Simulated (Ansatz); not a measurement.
**Rb2OsO2, a known structure type with other elements, at an estimated volume**

```xyz
5
Lattice="0.0000 4.2573 0.0000 4.2573 0.0000 0.0000 2.1287 2.1287 -6.7171" Properties=species:S:1:pos:R:3 pbc="T T T"
Rb    2.1287    2.1287   -2.0810
Rb    4.2573    4.2573   -4.6361
O     2.1287    2.1287   -5.0069
O     4.2573    4.2573   -1.7102
Os    0.0000    0.0000    0.0000
```

Single point in Ansatz 0.2.0 with PBE, no spin polarisation. Cutoff 420 eV, PAW datasets, 8×8×8 Γ-centred k mesh, fermi-dirac filling (width 0.1 eV).

**Question.** What does the stress say?

**Answer.** The pressure is 6.0 GPa (compression positive), so with the atoms held at these fractions the cell would first expand; the forces are large, so a full relaxation may end otherwise. The principal stresses 1.9, 1.9, 14.0 GPa differ, so its shape would change too.

**Question.** How is the charge shared?

**Answer.** Bader charges in e: Rb +0.81, Os +0.59, O -1.10. In the mean Rb gives up most and O takes most.

**Question.** Is there a gap, and of what kind?

**Answer.** The gap is 1.12 eV, direct at the points sampled. A semilocal functional usually gives too small a gap.

**Question.** What is the formation energy?

**Answer.** -0.84 eV an atom against the elements' usual phases (free molecules for gases, crystals otherwise, with no correction for O₂ or N₂), so it is bound against them; other compounds may still compete. Relaxing would lower it.

Origin: a known structure type with other elements, at an estimated volume, so it need not be a known compound. Caveats: no spin-orbit coupling, which can shift this gap by tenths of an eV; atoms or cell far from equilibrium.
